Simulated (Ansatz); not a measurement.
Relaxation of a generated trial cell of P2W in the AFLOW prototype A2B_hP9_147_g_ad (B_b, as in ZnAg2); 9 atoms in the cell, which starts as P-3 (No. 147), hP9; a = b = 7.4582 Å, c = 2.7540 Å, α = β = 90.00°, γ = 120.00°. Level of theory: PBEsol (plane waves to 420 eV, PAW, scalar-relativistic; Ansatz, an electronic-structure program). Γ-centred k-mesh 4×4×8 on the run's cell (coarser than for final values), Fermi–Dirac smearing 0.05 eV. This is the first round of the run. 

The optimiser's lines from the output (shortened; P is positive under compression):

```
relax step   1: F+E_penalty+E_count = -35208.41235956 eV  Δ(F+E_penalty+E_count) = +0.000e0 eV  max|allowed force component| = 1.389e0 eV/Å  Δτ_max = 0.0000 Å  P = -9.534 GPa  Ω = 132.669 Å³  (6 SCF iters, dr2 threshold 1.00e-7 eV, accepted)
relax step   2: F+E_penalty+E_count = -35210.37688600 eV  Δ(F+E_penalty+E_count) = -1.965e0 eV  max|allowed force component| = 9.126e-1 eV/Å  Δτ_max = 0.1951 Å  P = +5.236 GPa  Ω = 121.511 Å³  (6 SCF iters, dr2 threshold 9.00e-7 eV, accepted)
relax step   3: F+E_penalty+E_count = -35211.35453621 eV  Δ(F+E_penalty+E_count) = -9.777e-1 eV  max|allowed force component| = 4.468e-1 eV/Å  Δτ_max = 0.1349 Å  P = +6.627 GPa  Ω = 122.119 Å³  (6 SCF iters, dr2 threshold 9.00e-7 eV, accepted)
relax step   4: F+E_penalty+E_count = -35211.54333841 eV  Δ(F+E_penalty+E_count) = -1.888e-1 eV  max|allowed force component| = 8.333e-1 eV/Å  Δτ_max = 0.0525 Å  P = -0.710 GPa  Ω = 127.309 Å³  (6 SCF iters, dr2 threshold 9.00e-7 eV, accepted)
relax step   5: F+E_penalty+E_count = -35211.58075465 eV  Δ(F+E_penalty+E_count) = -3.742e-2 eV  max|allowed force component| = 1.481e-1 eV/Å  Δτ_max = 0.0483 Å  P = -0.021 GPa  Ω = 126.921 Å³  (6 SCF iters, dr2 threshold 9.00e-7 eV, accepted)
relax step   6: F+E_penalty+E_count = -35211.58240731 eV  Δ(F+E_penalty+E_count) = -1.653e-3 eV  max|allowed force component| = 5.267e-2 eV/Å  Δτ_max = 0.0083 Å  P = -0.025 GPa  Ω = 126.897 Å³  (6 SCF iters, dr2 threshold 9.00e-7 eV, accepted)
relax step   7: F+E_penalty+E_count = -35211.58289783 eV  Δ(F+E_penalty+E_count) = -4.905e-4 eV  max|allowed force component| = 1.049e-2 eV/Å  Δτ_max = 0.0045 Å  P = +0.010 GPa  Ω = 126.828 Å³  (6 SCF iters, dr2 threshold 1.73e-7 eV, accepted)
relax step   8: F+E_penalty+E_count = -35211.58296048 eV  Δ(F+E_penalty+E_count) = -6.265e-5 eV  max|allowed force component| = 7.556e-4 eV/Å  Δτ_max = 0.0015 Å  P = +0.001 GPa  Ω = 126.861 Å³  (6 SCF iters, dr2 threshold 8.99e-9 eV, accepted)
relax step   9: F+E_penalty+E_count = -35211.58695946 eV  Δ(F+E_penalty+E_count) = -3.999e-3 eV  max|allowed force component| = 9.397e-4 eV/Å  Δτ_max = 0.0000 Å  P = +0.054 GPa  Ω = 126.861 Å³  stress off target by 1.69e-1 GPa  SCF on the basis re-selected at this cell (its energy is not comparable with the rows above)  (9 SCF iters)
relax step  10: F+E_penalty+E_count = -35211.58699286 eV  Δ(F+E_penalty+E_count) = -3.339e-5 eV  max|allowed force component| = 1.148e-3 eV/Å  Δτ_max = 0.0004 Å  P = +0.010 GPa  Ω = 126.912 Å³  (6 SCF iters, dr2 threshold 7.14e-8 eV, accepted)
relax step  11: F+E_penalty+E_count = -35211.58699974 eV  Δ(F+E_penalty+E_count) = -6.881e-6 eV  max|allowed force component| = 1.147e-3 eV/Å  Δτ_max = 0.0000 Å  P = +0.010 GPa  Ω = 126.912 Å³  stress off target by 1.67e-2 GPa  SCF on the basis re-selected at this cell (its energy is not comparable with the rows above)  (8 SCF iters)
```

From the first to the last row the energy changes by -0.35 eV/atom and the volume by -4.3 %. The last row is marked as not comparable with the walk above it, whose basis was carried along; it does compare with step 1, since both stand on a basis selected at the nominal cutoff for their own cell.

Later rounds, restarted from the end of this one on a renewed k-mesh, logged 4 more steps and released under 0.01 eV/atom more. The final structure after all rounds: P-3 (No. 147), hP9, AFLOW prototype A2B_hP9_147_g_ad (B_b, as in ZnAg2); a = 6.941 Å, b = 6.941 Å, c = 3.044 Å, α = 90.00°, β = 90.00°, γ = 120.00°. Between re-selections the logged energies stand on a plane-wave basis carried along with the cell. No spin polarisation in the result.

The run could not lose the symmetry of its start: the end is stationary, and may be a saddle point rather than a minimum.

The relaxed structure here is a generated cell of P2W: the first start was made by placing the elements on the sites of a structure type, and the end was not matched to a known phase here, so it may be hypothetical.
